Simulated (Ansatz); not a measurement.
Here is the system:

Si3N4:
Space group P6₃/m (No. 176); a = 7.625 Å, b = 7.625 Å, c = 2.910 Å, α = 90.00°, β = 90.00°, γ = 120.00°

| atom | site | symmetry | x | y | z |
|---|---|---|---|---|---|
| Si | 6h | m.. | 0.4064 | 0.2324 | 0.2500 |
| N | 2d | -6.. | 0.6667 | 0.3333 | 0.2500 |
| N | 6h | m.. | 0.0296 | 0.3300 | 0.2500 |

This is the PBEsol-relaxed structure.

Q: All from plane-wave PAW PBEsol (Ansatz code), unless another level is named. Give the zero-point energy.

A: 112.6 meV/atom.

Q: Next, the Hill bulk and shear moduli?

A: 242 and 118 GPa.

Space group P6_3/m. The PBEsol relaxation kept the symmetry of its start; phonons on a q-mesh show no instability.

Potentials: the earlier of the program's two PAW sets.
